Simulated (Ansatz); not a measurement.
The start is a generated trial cell of TiC in the CoSn structure type. Cell shape, volume and atoms are optimised at zero target pressure with r2SCAN (plane waves to 500 eV, PAW, scalar-relativistic; Ansatz, a quantum-chemistry and plane-wave program). The first steps use a coarse 5×5×5 k-mesh.

Initial structure:
```
TiC
1.0
    5.48320     0.00000     0.00000
   -2.74160     4.74859     0.00000
    0.00000     0.00000     4.42447
Ti C
3 3
Direct
  0.50000   0.00000   0.00000
  0.50000   0.50000   0.00000
  0.00000   0.50000   0.00000
  0.00000   0.00000   0.00000
  0.33333   0.66667   0.50000
  0.66667   0.33333   0.50000
```

* **Initial pressure**: -31 GPa (negative: the cell is under tension)
* **Outcome**: The space group stays P6/mmm (No. 191) (the run could not lower it), with 6 atoms in the primitive cell
* **Energy released**: 1.76 eV/atom
* **Shortest distances (start → end)**: The closest pairs of elements (up to four, under 3.6 Å), start → end: C–Ti 2.72 → 2.13 Å; Ti–Ti 2.74 → 2.66 Å; C–C 3.17 → 2.96 Å
* **Band gap at the end**: no gap (metallic)
* **Optimiser moves**: 14

Final values are on a 10×10×16 k-mesh of the relaxed cell. No spin polarisation in the result.

The run could not lower the symmetry of its start; a shaken copy of this end point relaxes with r2SCAN to Fm-3m (No. 225), 1.13 eV/atom lower.

The relaxed structure here is a generated cell of TiC: the first start was made by placing the elements on the sites of a structure type, and the end was not matched to a known phase here, so it may be hypothetical. Known forms of TiC include space group No. 225.
